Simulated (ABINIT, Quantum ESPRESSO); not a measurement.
Given: the input of a run of Quantum ESPRESSO 7.5 on CuF. Atoms were shifted at random by some hundredths of an Å from the given cell, which wasn't relaxed again for these runs. The cell comes from a database or a generator and needn't be the stable form of this composition.

The input pw.in:

```
&CONTROL
  calculation = 'scf'
  prefix = 'pwscf'
  outdir = './tmp'
  pseudo_dir = './pseudo'
  tprnfor = .true.
  tstress = .true.
  disk_io = 'nowf'
/
&SYSTEM
  ibrav = 0
  nat = 2
  ntyp = 2
  ecutwfc = 55
  ecutrho = 440
  nbnd = 15
  occupations = 'smearing'
  smearing = 'fd'
  degauss = 0.00367493
/
&ELECTRONS
  conv_thr = 4d-10
  electron_maxstep = 120
  mixing_beta = 0.5
/
ATOMIC_SPECIES
Cu    63.5460 Cu.paw.z_11.ld1.psl.v1.0.0-low.upf
F     18.9984 f_pbe_v1.4.uspp.F.UPF
CELL_PARAMETERS angstrom
   2.4710065500    0.0000000000    0.0000000000
   0.0000000000    2.4710065500    0.0000000000
   0.0000000000    0.0000000000    3.4165013900
ATOMIC_POSITIONS crystal
Cu     0.0016770000    0.0061760000   -0.0142210000
F      0.5105870000    0.5026590000    0.5095430000
K_POINTS automatic
11 11 8 0 0 0
```

Potentials or basis: SSSP 1.3 efficiency PBE.

Launch:

```bash
$ OMP_NUM_THREADS=1 pw.x -in pw.in > pw.out
```

Translate it to ABINIT 10.8.3 (patched build). Potentials or basis there: JTH PAW PBE v2.0, cutoff 707 eV.

As run (cutoffs and basis follow the program's own potentials, and thresholds, step limits or extra output files can differ):

The input run.abi:

```
# Pseudopotentials
pp_dirpath "./"
pseudos "Cu.GGA_PBE-JTH.xml, F.GGA_PBE-JTH.xml"

# Structure
acell 4.6695256317 4.6695256317 6.4562519315
rprim
     1.0000000000     0.0000000000     0.0000000000
     0.0000000000     1.0000000000     0.0000000000
     0.0000000000     0.0000000000     1.0000000000
ntypat 2
znucl 29 9
natom 2
typat 1 2
xred
     0.0016770000     0.0061760000    -0.0142210000
     0.5105870000     0.5026590000     0.5095430000
chkprim 0
chksymtnons 0
tolsym 1.0e-6

# Plane-wave basis
ecut 707.496042 eV
pawecutdg 48.0
pawxcdev 0

# k points
kptopt 1
ngkpt 11 11 8
nshiftk 1
shiftk 0.0 0.0 0.0

# Exchange and correlation
ixc 11

# Bands and occupations
nband 17
occopt 3
tsmear 0.05 eV

# SCF cycle
nstep 100
tolvrs 1.0e-9

# Output
iomode 3
prtwf 0
prteig 0
prtebands 0
enunit 1
prtden 1
prtvha 1
prtvclmb 1
prtpot 1
```

Potentials or basis: JTH PAW PBE v2.0.

The run is started by

```console
$ abinit run.abi > log 2>&1
```

Both were run:

|  | Quantum ESPRESSO | ABINIT |
| --- | --- | --- |
| Pressure | 4.4 GPa | 4.2 GPa |
| Energy over the undisturbed cell | 0.2 meV/atom | 0.2 meV/atom |

The potentials hold 18 and 26 valence electrons a cell.

Pressure is positive in compression.
